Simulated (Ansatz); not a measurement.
Input file for Ansatz (a first-principles code):

Ansatz 0.2 input:
```yaml
crystal:
  lattice:
    - [3.1855083633, 0.0, 0.0]
    - [-1.5927541816, 2.7587311666, 0.0]
    - [0.0, 0.0, 7.8030880938]
  atoms:
    - { symbol: Zr, position: [0.3333333333, 0.6666666667, 0.720808105] }
    - { symbol: Zr, position: [0.3333333333, 0.6666666667, 0.279191895] }
    - { symbol: Si, position: [0.0, 0.0, 0.0] }
    - { symbol: B, position: [0.0, 0.0, 0.5] }
    - { symbol: B, position: [0.6666666667, 0.3333333333, 0.5] }
kpoints:
  mp_grid: { grid: [15, 15, 6] }
hamiltonian:
  xc: r2scan
  pseudopotentials: { azcp: { folder: ./paw }, kind: paw }
scf:
  occupations: { method: gaussian, width: 0.05 }
checkpoint: { read: metal.run }
output: { write_density: true, elf: true, volumetric_format: npy }
basis: { fft_grid_basis: typed }
```

Output (shortened):

```
Pseudopotential: Zr, paw, valence charge 12
Pseudopotential: Si, paw, valence charge 4
Pseudopotential: B, paw, valence charge 3
Functional definition: r2SCAN
Crystal: 5 atoms, lattice volume = 68.573 Å³
Basis set: ecut = 500 eV, 1739 PW (Γ), exchange–correlation on 96×96×240 points (64 copies of the dense FFT grid, shifted against one another)
Bands: 27, of which v1, the nominal top of the filled ones, is band 17 counted from 1 (16 counted from 0)
Symmetry: 12 space group operations
Space group: P-6m2 (ITA 187), of the structure as read, at distance tolerance 4.1e-5 Å
k-points: 108 of 1350 (time reversal used)
Stability of the state it starts from, as read at its close in the unpolarized treatment …
iter 1 solved again at ethr=7.89e-8 eV; its pass at ethr=3.10e-3 eV (dr2=2.68e-5 eV) is discarded
SCF iter   1: F=—  HF=-9346.504661 eV  |F-HF|=—  |Δ(HF+E_count)|=         —  Δρ=8.22e-7  dr2=1.60e-10  dr2_τ=5.00e-11  ethr=7.89e-8  ⟨swp⟩=3.8  Hψ=21617  notcnv=0
preconditioner: auto → Kerker (q_TF=auto, 2.427 Å⁻¹)
SCF iter   2: F=-9346.504661 eV  HF=-9346.504661 eV  |F-HF|=1.09e-11  |Δ(HF+E_count)|=   5.36e-8  Δρ=4.20e-7  dr2=3.80e-11  dr2_τ=6.73e-11  ethr=1.00e-12  ⟨swp⟩=6.7  Hψ=11691  notcnv=0
SCF 1 converged in 2 iterations: F = -9346.504661 eV  dr2 = 3.80e-11
SCF converged after 2 iterations
Free energy (F): -9346.504661 eV
Harris-Foulkes:  -9346.504661 eV  (|F-HF|=1.09e-11)
Internal energy: -9346.503279 eV  (E = F + TS)
E sigma→0 (E₀):  -9346.503970 eV
Entropy (-TS):   -0.001382 eV (-0.276 meV/atom)
Fermi energy:    13.796220 eV
--- Per-component energies (eV) ---
  E_band       = -145.349952
  E_kinetic    = 774.333703
  E_local      = -1481.834789  (includes V_loc(G=0)·N_el)
  E_nonlocal   = 185.172746
  E_hartree    = 544.135364
  E_xc         = -416.835393
  E_vxc        = -542.108841  (∫ρ·V_xc dr)
  E_paw        = -6640.213101  (= ΣΔE_a)
  E_vpaw       = -199.054497  (= ΣTr[D̂ρ^β])
  E_aug_tail   = -0.000003  (compensation charges beyond the density's cutoff)
  E_vtau       = 29.871076  (kinetic-family band-sum trace: ∫τ·v_τ [+ j·A + Jᵃ·Aᵃ] dr)
  E_ewald      = -2310.819004
  E_core_change = -0.442801  (= ΣΔE_core)
  E_smearing   = -0.001382  (= −TS)
  E_closure    = 0.000000  (closes the sum)
  Σ components = -9346.504661   (vs F -9346.504661, Δ=0.00e0)
  [band-id]    e_kinetic+e_local+e_nonlocal+2·e_hartree+e_vxc+e_vpaw+e_augmentation_tail+e_vtau = -145.349877   (vs E_band -145.349952, Δ=7.44e-5)
--- Band table (eV; the first three rows and the last of 108) ---
  k-point 0: bands = ["-36.4143", "-36.3997", "-14.1286", "-13.8642", "-13.3168", "-13.3168", "-13.2981", "-13.2981", "1.2351", "3.8311", "7.2834", "11.3908", "11.7192", "11.7192", "11.7942", "15.0038", "15.0038", "15.0051", "15.0051", "15.4108", "16.7838", …
  k-point 1: bands = ["-36.4141", "-36.3999", "-14.1224", "-13.8709", "-13.3165", "-13.3165", "-13.2983", "-13.2983", "1.2743", "3.7166", "7.4877", "10.8338", "11.7225", "11.7225", "12.2758", "14.9360", "14.9360", "15.0675", "15.0675", "15.2754", "16.8560", …
  k-point 2: bands = ["-36.4138", "-36.4003", "-14.1088", "-13.8853", "-13.3161", "-13.3161", "-13.2987", "-13.2987", "1.3603", "3.4962", "7.9617", "10.1309", "11.7290", "11.7290", "12.7760", "14.8555", "14.8555", "14.9853", "15.1519", "15.1519", "16.9805", …
  k-point 107: bands = ["-36.2844", "-36.2724", "-13.9510", "-13.9425", "-13.9166", "-13.9069", "-13.8637", "-13.6964", "5.0902", "5.1051", "7.5186", "7.7218", "10.1892", "10.6811", "11.3127", "11.3816", "11.4753", "13.5166", "16.9485", "16.9924", "17.2820", …
```

Cost: very roughly 17 core-seconds on shared cores.

The start of the workflow was typed in or built on a structure type; neither database checked (COD, Materials Project) lists it. Whether it is the stable phase at ambient conditions was not checked. Symmetry was held in the r²SCAN relaxation; whether a distortion lowers the energy is not shown. The run is not spin-polarised. Spin–orbit coupling is left out wherever it is not named.

Potentials: the earlier of the program's two PAW sets.

Ansatz is a plane-wave DFT program.
